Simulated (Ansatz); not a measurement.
Question: Name crystals whose computed values (LDA (plane waves, PAW; program Ansatz)) fall in these windows: electron conductivity mass (mₑ) 0.35 to 0.50; gap (eV) 1.6 to 2.2.

Answer: 

```csv
crystal,electron conductivity mass (mₑ),gap (eV)
"SbI3, R-3 (Sb on 6c, I on 18f)",0.42,1.87
"CaSe, rock salt",0.36,1.71
"BaO, rock salt",0.49,1.68
"CaS, rock salt",0.38,1.97
"BaS, rock salt",0.41,1.91
```
Others may fit too.

Standing as an ambient phase not checked: SbI3, R-3 (Sb on 6c, I on 18f). Weakly bound layers, chains or molecules computed without a dispersion correction, so cells and soft constants are ill determined: SbI3, R-3 (Sb on 6c, I on 18f). All cells were relaxed under the symmetry of their starts (and spin orders); stability against distortions was not tested throughout. Scalar-relativistic: spin–orbit coupling is off unless named, which matters more the heavier the elements.

Potentials: the later of the program's two PAW sets.
